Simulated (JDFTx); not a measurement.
Reference run:

- surface = Ru(0001)
- bulk = Ru, P6_3/mmc, lattice of mp-33 (not re-optimised)
- slab = 4 atoms in 4 planes, 1x1, 6.4 Å between the outermost planes
- in-plane cell = 2.708 × 2.708 Å, 6.35 Å²
- cell height = 22.4 Å
- sampling = 10×10×1 k mesh, Fermi smearing 0.003 Ha, no spin polarisation

Neither spin polarisation nor a larger cell was tried.

The reference is PBE, GBRV ultrasoft potentials, plane waves to 20/100 Ha; code: a modified build of JDFTx. Unrelaxed; liquid: CANDLE, water, 1 M NaF. Potentials are on the SHE scale by the convention U = −μ/e − 4.44 V; references calibrated for a solvation model differ from this value.

| Fermi smearing width | work function (eV) | U_pzc (V) | mean C above U_pzc (μF/cm²) | k states × plane waves | cycles, vacuum run | rough core time, vacuum run |
|---|---|---|---|---|---|---|
| 0.02 Ha | ? | ? | 14 over 0.5 V | 14 × 4100 | 19 | 2 min |
| 0.005 Ha | 5.06 | 0.30 | 15 over 0.5 V | 14 × 4100 | 21 | 2 min |
| 0.003 Ha | 5.07 | 0.31 | – | 14 × 4100 | 20 | 2 min |

Question: Complete the blanks.

Answer: 
- 0.02 Ha, work function (eV): 5.04
- 0.02 Ha, U_pzc (V): 0.27

The times are rough (shared hosts); only ratios past two mean anything.
